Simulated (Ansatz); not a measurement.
MnIr (L1₀ or tetragonal B2, P4/mmm) at seven volumes, DFT-r²SCAN in the program Ansatz with PAW potentials, shape and atoms relaxed at each. One row is withheld.

```json
[
 {"V (Å³/atom)": "12.331", "P (GPa)": "26.74"},
 {"V (Å³/atom)": "12.737", "P (GPa)": "16.13"},
 {"V (Å³/atom)": "13.144", "P (GPa)": "?"},
 {"V (Å³/atom)": "13.550", "P (GPa)": "0.00"},
 {"V (Å³/atom)": "13.957", "P (GPa)": "-6.10"},
 {"V (Å³/atom)": "14.363", "P (GPa)": "-11.19"},
 {"V (Å³/atom)": "14.770", "P (GPa)": "-15.41"}
]
```

Fit the shown pressures and predict the withheld one.

P = (3/2)B₀(x^(7/2) − x^(5/2))[1 + (3/4)(B′ − 4)(x − 1)] with x = (V₀/V)^(2/3). Least squares on the six rows gives V₀ = 13.550 Å³/atom, B₀ = 223 GPa, B′ = 5.12. At V = 13.144, x = 1.0205 and P = 7.33 GPa. The run itself gave 7.31 GPa.

The start of the workflow was typed in or built on a structure type; the Crystallography Open Database files this formula in space group No. 123, but the cells were not matched. Its standing as an ambient phase is unchecked. Symmetry was held in the r²SCAN relaxation, as lowered by the spin order; whether a distortion lowers the energy is not shown. Spin order of the final state: antiferromagnetic, chosen from 5 collinear starts compared on coarse meshes (ties went to the first, and starts can fall back to one state), not a proven ground state. Other orbital occupations within this spin state were not tried. Spin–orbit coupling is left out wherever it is not named.

Potentials: the later of the program's two PAW sets.
